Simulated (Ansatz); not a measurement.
An elastic tensor (GPa, Voigt order, standard axes) from PBEsol in the plane-wave PAW code Ansatz:

```tsv
	1	2	3	4	5	6
1	429	144	144	0.0	0.0	0.0
2	144	429	144	0.0	0.0	0.0
3	144	144	429	0.0	0.0	0.0
4	0.0	0.0	0.0	114	0.0	0.0
5	0.0	0.0	0.0	0.0	114	0.0
6	0.0	0.0	0.0	0.0	0.0	114
```

**Question.** Which compound is it?
A) Rb2LiInCl6, Fm-3m (Rb on 8c, Li on 4b, In on 4a, Cl on 24e)
B) SrCd, CsCl type
C) HfOs, CsCl type
D) LaBi, rock salt

**Answer.** C, HfOs, CsCl type

Space group Pm-3m (CsCl type). The first step of the workflow began from a Materials Project structure, measured or hypothetical; the Crystallography Open Database files this formula in space group No. 221, but the cells were not matched. Whether it is the stable phase at ambient conditions was not checked. Symmetry was held in the PBEsol relaxation; of distortions, only those at the zone centre were tested. The run is not spin-polarised. As this level gives no gap, shear constants depend on the k-mesh and smearing (Fermi–Dirac, 0.1 eV here). Scalar-relativistic: spin–orbit coupling is off unless named, which matters more the heavier the elements.

Potentials: the later of the program's two PAW sets.
